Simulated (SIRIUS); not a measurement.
Worked example: self-consistent single point of MoS2 (Cm, 3 atoms in the cell; from Materials Project mp-1434, changed as shown) in SIRIUS.

Method: LDA (PW92), FP-LAPW (LAPW with two local orbitals a valence shell; core below -3 Ha), all-electron full potential with ZORA scalar-relativistic valence and Dirac core (SIRIUS).

The change in words: lattice vector b scaled by 1.01. Reference geometry (R3m):
```yaml
crystal:
  lattice:
    - [1.59215, 0.91923, 6.48210]
    - [-1.59215, 0.91923, 6.48210]
    - [0.00000, -1.83846, 6.48210]
  atoms:
    - { symbol: Mo, position: [0.99978, 0.99978, 0.99978] }
    - { symbol: S, position: [0.41294, 0.41294, 0.41294] }
    - { symbol: S, position: [0.25330, 0.25330, 0.25330] }
```

Reference input (self-consistent single point, DFT, LDA (PW92), FP-LAPW (LAPW with two local orbitals a valence shell; core below -3 Ha), all-electron full potential with ZORA scalar-relativistic valence and Dirac core): parameters.ngridk = 10 10 10; basis = LAPW with two local orbitals a valence shell, core below -3 Ha; unit_cell.atom_type_rmt = {Mo: 2.36, S: 2.04} bohr; parameters.xc_functionals = [XC_LDA_X, XC_LDA_C_PW]; parameters.aw_cutoff = 7; parameters.pw_cutoff = 16 1/bohr; parameters.smearing = fermi_dirac; parameters.smearing_width = 0.00183747 Ha; parameters.electronic_structure_method = full_potential_lapwlo; parameters.lmax_apw = 8; parameters.lmax_rho = 8; parameters.lmax_pot = 8. This run's input differs from it in these lines:

```diff
@@ -37,3 +37,3 @@
       [0.2363022185, 0.1364291152, 0.9620542101],
-      [-0.2363022185, 0.1364291152, 0.9620542101],
+      [-0.2386651665, 0.1377933648, 0.9716747522],
       [0.0, -0.2728582303, 0.9620542101]
```

Output, abridged:

```
[find] density tolerance         : 1e-06
[find] total energy tolerance    : 1e-07
[find] iter_solver_tol (initial) : 0.01
[find] iter_solver_tol (target)  : 1e-13
[find] num_dft_iter              : 100
Charges and magnetic moments
--------------------------------------------------------------------------------
atom      charge    core leakage
--------------------------------------------------------------------------------
   0   40.246556    0.000000e+00
   1   13.920228    0.000000e+00
   2   13.920445    0.000000e+00

total core leakage    : 0.00000000e+00
interstitial charge   : 5.912771
total charge          : 74.000000
   [... lines left out ...]
[find]    2   14.045296    2.074404e-04
[find] total core leakage    : 4.16977581e-04
[find] interstitial charge   : 6.089192
[find] total charge          : 73.999582
[find] Energy
[find] smearing (-TS)                 :      -0.00000001
[find] Total energy                   :   -4841.54170956 (Ha),   -9683.08341913 (Ry)
[find] Free energy (E-TS)             :   -4841.54170957 (Ha),   -9683.08341915 (Ry)
[find] band gap (eV)                  :       1.11662759
[find] Efermi                         :       0.24924915
[find] iteration : 16, RMS (target) : 6.8211e-07 (1.0000e-06) , energy difference (target) : -4.3929e-10 (1.0000e-07)
[find] converged after 17 SCF iterations!
Warning in function "check_num_electrons" at src/density/density.cpp:1179
wrong number of electrons
  obtained value : 73.9996
  target value : 74
  difference : 0.000418159
  total core leakage : 0.000416978
    atom class : 0, core leakage : 2.10805e-06
    atom class : 1, core leakage : 0.000207429
    atom class : 2, core leakage : 0.00020744
[find] Charges and magnetic moments
[find] atom      charge    core leakage
[find]    0   39.820295    2.108052e-06
[find]    1   14.044799    2.074291e-04
[find]    2   14.045296    2.074404e-04
[find] total core leakage    : 4.16977581e-04
[find] interstitial charge   : 6.089192
[find] total charge          : 73.999582
[find] Energy
[find] smearing (-TS)                 :      -0.00000001
   [... lines left out ...]
[find] Free energy (E-TS)             :   -4841.54170957 (Ha),   -9683.08341915 (Ry)
   [... lines left out ...]
[find] band gap (eV)                  :       1.11662759
[find] Efermi                         :       0.24924915
[ground_state] ==== total Forces in Ha/bohr =====
[ground_state] atom:    0, force:       0.0002881     -0.0001664      0.0001950
[ground_state] atom:    1, force:       0.0052169     -0.0030120     -0.0081611
[ground_state] atom:    2, force:      -0.0055093      0.0031808      0.0079658
```

The run converged in 17 iterations. Against the reference run the free energy goes up by 11.3 meV/atom, the largest force goes from 0.271 to 0.524 eV/Å and the gap on the mesh hardly changes (1.119 to 1.117 eV).

The structure comes from a collection of computed structures, made at another level of theory; the collection holds predicted forms beside known ones. Values depend on the basis (sphere radii, cutoffs, local orbitals), which need not be converged.

Cost on one core: around 3 core-minutes (rough).

The gap that the log prints is read on the run's mesh, which can miss the band edges or a crossing.
